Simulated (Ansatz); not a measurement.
The start is a randomly generated symmetric cell of Te2Mo (space group No. 99). The structure is fully relaxed (lattice and positions, P = 0) with PBEsol (plane waves to 420 eV, PAW, scalar-relativistic; Ansatz, an electronic-structure program). The first steps use a coarse 5×5×3 k-mesh.

Initial structure:
```yaml
crystal:
  lattice:
    - [4.84318, 0.00000, 0.00000]
    - [0.00000, 4.84318, 0.00000]
    - [0.00000, 0.00000, 8.89812]
  atoms:
    - { symbol: Mo, position: [0.00000, 0.50000, 0.32260] }
    - { symbol: Mo, position: [0.50000, 0.00000, 0.32260] }
    - { symbol: Te, position: [0.00000, 0.00000, 0.95579] }
    - { symbol: Te, position: [0.00000, 0.50000, 0.95652] }
    - { symbol: Te, position: [0.50000, 0.00000, 0.95652] }
    - { symbol: Te, position: [0.50000, 0.50000, 0.42455] }
```

| Item | Result |
|---|---|
| Largest initial force | about 2.0 eV/Å, on Mo1, Mo2 (atoms numbered as listed) |
| Energy released | 1.70 eV/atom |
| Volume change | -24.1 %, from 34.79 to 26.41 Å³/atom |
| Shortest distances (start → end) | The closest pairs of elements (up to four, under 3.6 Å), start → end: Te–Te 2.42 → 2.79 Å; Mo–Te 2.59 → 2.71 Å; Mo–Mo 3.42 → 2.79 Å |
| Band gap at the end | zero (metallic) |
| Optimiser moves | 29 |

The end point of the relaxation:

```cif
data_Mo2Te4
_chemical_formula_sum 'Mo2 Te4'
_space_group_name_H-M_alt 'P4mm'
_space_group_IT_number 99
_space_group_name_Hall 'P 4 -2'
_cell_length_a 3.94496
_cell_length_b 3.94496
_cell_length_c 10.18364
_cell_angle_alpha 90.000
_cell_angle_beta 90.000
_cell_angle_gamma 90.000
loop_
_atom_site_label
_atom_site_type_symbol
_atom_site_symmetry_multiplicity
_atom_site_Wyckoff_symbol
_atom_site_fract_x
_atom_site_fract_y
_atom_site_fract_z
_atom_site_occupancy
Mo1 Mo 2 c 0.00000 0.50000 0.30959 1
Te1 Te 1 a 0.00000 0.00000 0.72591 1
Te2 Te 2 c 0.00000 0.50000 0.04394 1
Te3 Te 1 b 0.50000 0.50000 0.50563 1
```

Final values are on a 12×12×5 k-mesh of the relaxed cell. The relaxed cell holds bonded Te–Te pairs (2.79 Å). No spin polarisation in the result.

The run could not lose the symmetry of its start, so the end can be a saddle point.

The relaxed structure here is a generated cell of Te2Mo: the first start was made by a random draw of sites in a space group, and the end was not matched to a known phase here, so it may be hypothetical. Known forms of Te2Mo include space group No. 194.
